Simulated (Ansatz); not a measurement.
BaTiB₂O₆:
```cif
data_B6Ba3O18Ti3
_chemical_formula_sum 'Ba3 Ti3 B6 O18'
_space_group_name_H-M_alt 'R-3 :H'
_space_group_IT_number 148
_space_group_name_Hall '-R 3'
_cell_length_a 5.03857
_cell_length_b 5.03857
_cell_length_c 16.41692
_cell_angle_alpha 90.000
_cell_angle_beta 90.000
_cell_angle_gamma 120.000
loop_
_atom_site_label
_atom_site_type_symbol
_atom_site_symmetry_multiplicity
_atom_site_Wyckoff_symbol
_atom_site_fract_x
_atom_site_fract_y
_atom_site_fract_z
_atom_site_occupancy
Ba1 Ba 3 a 0.00000 0.00000 0.00000 1
Ti1 Ti 3 b 0.00000 0.00000 0.50000 1
B1 B 6 c 0.00000 0.00000 0.23390 1
O1 O 18 f 0.46704 0.02384 0.09650 1
```
(The calculation used a cell of 10 atoms; values per cell refer to that cell.)

Relaxed with r²SCAN. Plane-wave PAW r²SCAN (Ansatz code) gives a gap of 2.91 eV.

**Question.** What gap does HSE06 give on the same cell (Ansatz, PAW)?

**Answer.** 4.24 eV, 1.33 eV more. The hybrid was solved on a coarser mesh and at special points; its gap is the smallest among all of these.

```
k   v1 r²SCAN  c1 r²SCAN  v1 HSE06  c1 HSE06
--  ---------  ---------  --------  --------
Γ       -0.07       2.91     -0.07      4.24
T        0.00       2.93      0.00      4.25
L       -0.63       3.17         …         …
F       -0.45       3.19         …         …
S0      -0.72       3.42         …         …
H0      -0.68       3.39         …         …
```

**Question.** Top valence (v1) and lowest conduction level (c1) in eV from each method's valence maximum (which need not be a listed point): supply the withheld HSE06 values.

**Answer.** 
- H0, v1 HSE06: -0.67
- H0, c1 HSE06: 4.75
- L, v1 HSE06: -0.64
- L, c1 HSE06: 4.50
- S0, v1 HSE06: -0.71
- S0, c1 HSE06: 4.79
- F, v1 HSE06: -0.46
- F, c1 HSE06: 4.51

Cost on shared cores: the r²SCAN run (SCF on a 7×7×7 mesh, then bands and DOS) around 2.3 core-minutes (rough), the HSE06 run (SCF on 4×4×4, then a few points) around 5 core-minutes (rough); the tasks are unlike.

The first step of the workflow began from a Materials Project structure, measured or hypothetical; the Crystallography Open Database files this formula in space group No. 148, but the cells were not matched. Whether it is the stable phase at ambient conditions was not checked. The cell was relaxed with r²SCAN under the symmetry of its start; whether a distortion lowers the energy is not shown. No spin polarisation was allowed. Spin–orbit coupling is left out wherever it is not named.

Potentials: the later of the program's two PAW sets.
